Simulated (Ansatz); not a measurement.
Data:

YOF:
Space group R-3m, hexagonal axes (No. 166); a = b = 3.738 Å, c = 18.573 Å, α = β = 90.00°, γ = 120.00°

```tsv
atom	site	symmetry	x	y	z
Y	6c	3m	0.0000	0.0000	0.2582
O	6c	3m	0.0000	0.0000	0.3788
F	6c	3m	0.0000	0.0000	0.1304
```
(The calculation used a cell of 6 atoms; values per cell refer to that cell.)

This is the LDA-relaxed structure.

Task: All from LDA (plane waves, PAW; program Ansatz), unless another level is named. Estimate the electronic dielectric constant ε∞ (DFPT).

Result: 3.59 (xx = yy), 3.34 (zz).

Task: Next, the Born charges (a third of the trace)?

Result: Y +3.71, O -2.24, F -1.46 e.

Task: What about the static dielectric constant ε0 (ions relaxed, cell fixed)?

Result: 12.4 (xx = yy), 11.5 (zz).

The workflow started from a Materials Project entry (that database holds measured and hypothetical structures alike); the Crystallography Open Database files this formula in space group No. 166, but the cells were not matched. Its standing as an ambient phase is unchecked. The cell was relaxed with LDA under the symmetry of its start; whether a distortion lowers the energy is not shown. No spin polarisation was allowed. Spin–orbit coupling is left out wherever it is not named.

Potentials: the earlier of the program's two PAW sets. The files were generated under PBE; for other functionals the program regenerates the frozen cores, and for LDA and PBEsol the local potential too.
